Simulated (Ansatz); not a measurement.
NbInO4:
```xyz
12
Lattice="4.8586 0.0000 0.0000 0.0000 5.7976 0.0000 -0.0913 0.0000 5.1525" Properties=species:S:1:pos:R:3 pbc="T T T"
Nb    -0.0685     4.7642     3.8644
Nb    -0.0228     1.0334     1.2881
In     2.3608     1.8485     3.8644
In     2.4065     3.9491     1.2881
O      1.2249     2.2101     2.0688
O      3.5424     3.5875     3.0837
O      3.5880     2.2101     0.5074
O      1.1792     3.5875     4.6451
O      1.0039     5.2025     2.2594
O      3.7634     0.5951     2.8931
O      3.8090     5.2025     0.3168
O      0.9582     0.5951     4.8357
```

The program Ansatz at the r²SCAN level (PAW) gives a gap of 3.77 eV without spin–orbit coupling, maximum off the standard path, at k = (0.312, 0.000, -0.260) in fractions of the reciprocal vectors, minimum off the standard path, at k = (0.156, 0.000, 0.479) in fractions of the reciprocal vectors.

Question: What happens when spin–orbit coupling is switched on?

Answer: The gap hardly moves, to 3.77 eV; maximum off the standard path, at k = (0.312, 0.000, -0.260) in fractions of the reciprocal vectors, minimum off the standard path, at k = (0.161, 0.000, 0.479) in fractions of the reciprocal vectors.

Question: Give the electron effective mass with spin–orbit coupling.

Answer: 0.80, 1.3, 1.7 mₑ (principal values).

Question: Give the hole effective mass with spin–orbit coupling.

Answer: 1.6, 2.2, 2.2 mₑ (principal values).

Space group P2/c. The workflow started from a Materials Project entry (that database holds measured and hypothetical structures alike); the Crystallography Open Database files this formula in space group No. 13, but the cells were not matched. Whether it is the stable phase at ambient conditions was not checked. Symmetry was held in the r²SCAN relaxation; its stability against distortions is not shown here. No spin polarisation was allowed.

Potentials: the later of the program's two PAW sets.
